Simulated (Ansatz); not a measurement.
## CdSe (wurtzite), energy against volume

CdSe (wurtzite)

```cif
data_Cd2Se2
_chemical_formula_sum 'Cd2 Se2'
_space_group_name_H-M_alt 'P63mc'
_space_group_IT_number 186
_space_group_name_Hall 'P 6c -2c'
_cell_length_a 4.38288
_cell_length_b 4.38288
_cell_length_c 7.15467
_cell_angle_alpha 90.000
_cell_angle_beta 90.000
_cell_angle_gamma 120.000
loop_
_atom_site_label
_atom_site_type_symbol
_atom_site_symmetry_multiplicity
_atom_site_Wyckoff_symbol
_atom_site_fract_x
_atom_site_fract_y
_atom_site_fract_z
_atom_site_occupancy
Cd1 Cd 2 b 0.66667 0.33333 0.00047 1
Se1 Se 2 b 0.33333 0.66667 0.12473 1
```

E(V) scan at fixed shape, V₀ the volume above. The atoms relax within the cell's symmetry.

All values below come from PBE (plane waves to 420 eV, PAW, scalar-relativistic; Ansatz, an electronic-structure program). k mesh 9×9×5 (Γ-centred), Fermi-Dirac smearing 0.05 eV. E stands for the smeared free energy. Stress and pressure are positive under compression. With the shape held, the modulus is that of even scaling; a crystal free to change shape is softer. CdSe was relaxed with its symmetry unable to fall. The PAW data are Ansatz's earlier set. ΔE is measured from the relaxed starting cell.

```
V/V₀   ΔE (meV/atom)  P (GPa)
-----  -------------  -------
0.940           16.8     3.19
0.950           11.5     2.58
0.960            7.2     2.01
0.970            4.0     1.46
0.980            1.7     0.95
0.990            0.4     0.46
1.000            0.0     0.00
1.010            0.4    -0.43
1.020            1.6    -0.84
1.030            3.5    -1.23
1.040            6.1    -1.59
1.050            9.4    -1.94
1.060           13.3    -2.26
```

Key numbers:

* **Pressure at the smallest volume**: 3.19 GPa
* **Energy cost of the largest compression**: 16.8 meV/atom
* **Energy cost of the largest expansion**: 13.3 meV/atom
* **Bulk modulus at fixed cell shape B₀ (third-order Birch-Murnaghan fit)**: 44.6 GPa
* **Pressure derivative B₀′ (fit)**: 4.7
* **Equilibrium volume of the fit**: 29.76 Å³/atom
* **Pressure for 5 % compression (fit)**: 2.6 GPa

The 13 points together took about 3 core-minutes (a rough figure).

(Under strain, the slope of the energy per volume gives the stress and its curvature an elastic modulus.)
